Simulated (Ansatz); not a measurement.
YIn$_{3}$:
```yaml
crystal:
  lattice:
    - [4.61621, 0.00000, 0.00000]
    - [0.00000, 4.61621, 0.00000]
    - [0.00000, 0.00000, 4.61621]
  atoms:
    - { symbol: Y, position: [0.00000, 0.00000, 0.00000] }
    - { symbol: In, position: [0.00000, 0.50000, 0.50000] }
    - { symbol: In, position: [0.50000, 0.00000, 0.50000] }
    - { symbol: In, position: [0.50000, 0.50000, 0.00000] }
```

Relaxed with r²SCAN. Special points in fractions of this cell's reciprocal vectors: Γ (0.000, 0.000, 0.000); X (0.000, 0.500, 0.000); M (0.500, 0.500, 0.000); R (0.500, 0.500, 0.500).

Q: List the band energies nearest the Fermi level at these points for DFT-r²SCAN in the program Ansatz with PAW potentials.

A: In eV from the Fermi level; about four levels below and three above (degenerate sets whole), none deeper than 8.9 eV; points with the same levels are listed once.

```csv
k,below,above
Γ,-2.93 -2.93 -1.80 -1.80 -1.80,2.18 2.18 2.18
X,-1.58 -1.58 -1.39 -1.07,1.37 1.37 1.94
M,-5.81 -5.81 -3.99 -0.42 -0.42,1.41 1.88 2.60
R,-3.88 -2.69 -2.69 -2.69,2.19 3.22 3.22
```

Space group Pm-3m (Cu3Au type). The workflow started from a Materials Project entry (that database holds measured and hypothetical structures alike); the Crystallography Open Database files this formula in space group No. 221, but the cells were not matched. Its standing as an ambient phase is unchecked. The cell was relaxed with r²SCAN under the symmetry of its start; whether a distortion lowers the energy is not shown. The run is not spin-polarised. Spin–orbit coupling is left out wherever it is not named.

Potentials: the earlier of the program's two PAW sets.
